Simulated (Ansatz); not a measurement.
**Lattice vibrations of Ge at Γ**

The calculation used Ansatz, DFT LDA, scalar-relativistic, plane waves, PAW. Plane waves to 420 eV; Γ-centred k mesh 14×14×14; Fermi-Dirac smearing of 0.15 eV. No spin polarisation. Phonons by linear response, acoustic sum rule imposed.

Relaxed structure:
```yaml
crystal:
  lattice:
    - [0.00000, 2.81181, 2.81181]
    - [2.81181, 0.00000, 2.81181]
    - [2.81181, 2.81181, 0.00000]
  atoms:
    - { symbol: Ge, position: [0.50000, 0.50000, 0.50000] }
    - { symbol: Ge, position: [0.75000, 0.75000, 0.75000] }
```

In a metal, frequencies and elastic constants depend on the k mesh and the smearing, soft modes and shear constants most.

Optical modes at Γ; i marks an imaginary frequency:
```tsv
frequency (cm⁻¹)	degeneracy
287	3
```

All 3 optical modes at Γ are real: no displacement of atoms at fixed cell lowers the energy to second order. Strains and modes at other wave vectors aren't tested by this run.

The bands only touch here, so at this level the crystal is a zero-gap semiconductor or semimetal, not an ordinary metal; spin–orbit coupling, left out, can open or move such a gap.

Cost: 1 run of about 0.46 core-minutes, on AMD EPYC 7R43 (Zen 3) (shared hosts).